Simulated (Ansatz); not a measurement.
Values for one crystal, relaxed and computed with PBE (plane waves, PAW; program Ansatz); other levels are named.

- Volume per atom: 7.59 Å³
- Electronic character: metallic (no gap)
- Formation energy from the elements (no fitted shifts): 869 meV/atom
- Density of states at the Fermi level: 0.16 states/eV per atom (mean over ±0.08 eV)

Task: Pick the material that matches.
A) MgTiNO, P4/nmm (Pearson symbol tP16)
B) SnC, rock salt
C) Si2Ni, fluorite or antifluorite type
D) SiC2N4, Imma (Pearson symbol oI28)

Result: D, SiC2N4, Imma (Pearson symbol oI28)

The start of the workflow was typed in or built on a structure type; neither database checked (COD, Materials Project) lists it. COD files the formula under space group No. 224. Its standing as an ambient phase is unchecked. The cell was relaxed with PBE under the symmetry of its start; its stability against distortions is not shown here. The volume moved by 30 % from the start of the relaxation. Its formation energy is positive at this level, so the cell may be metastable or incomplete. The references are the lowest solids computed at this level, not always the standard phases (solids in place of the gases).

Potentials: the earlier of the program's two PAW sets.
